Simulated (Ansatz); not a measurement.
FeS$_{2}$ in space group R3m (No. 160; Fe on 3a, S on 3a, S on 3a), plane-wave PAW PBE (Ansatz code), all energies at zero smearing, with the estimated change up to a 700 eV cutoff added, with one set of potentials and settings (totals compare only within such a set). Cell of 3 atoms (1 Fe, 2 S): -6285.406 eV.

```
element                             reference phase  E (eV/atom)
-------  ------------------------------------------  -----------
Fe       Im-3m, 1 atoms in the cell, spin-polarised   -4480.4888
S                        Fddd, 32 atoms in the cell    -902.0599
```

Formation energy per atom, worked out: (-6285.406 − 1×(-4480.4888) − 2×(-902.0599))/3 = -0.266 eV/atom (-26 kJ per mol of atoms), at 0 K, without zero-point energy or fitted corrections.

The cell is a constructed one: a structure type filled with these elements; neither database checked (COD, Materials Project) lists it. It is not the phase usual at ambient conditions (space group No. 205). Symmetry was held in the PBE relaxation; whether a distortion lowers the energy is not shown. The final state is ferromagnetic, chosen from 4 collinear starts compared on coarse meshes (ties went to the first, and starts can fall back to one state), not a proven ground state. No Hubbard U is applied. A crystal of weakly bound layers computed without a dispersion correction: the cell and the soft elastic constants depend strongly on that. The references are the lowest solids computed at this level, not always the standard phases.

Potentials: the later of the program's two PAW sets.
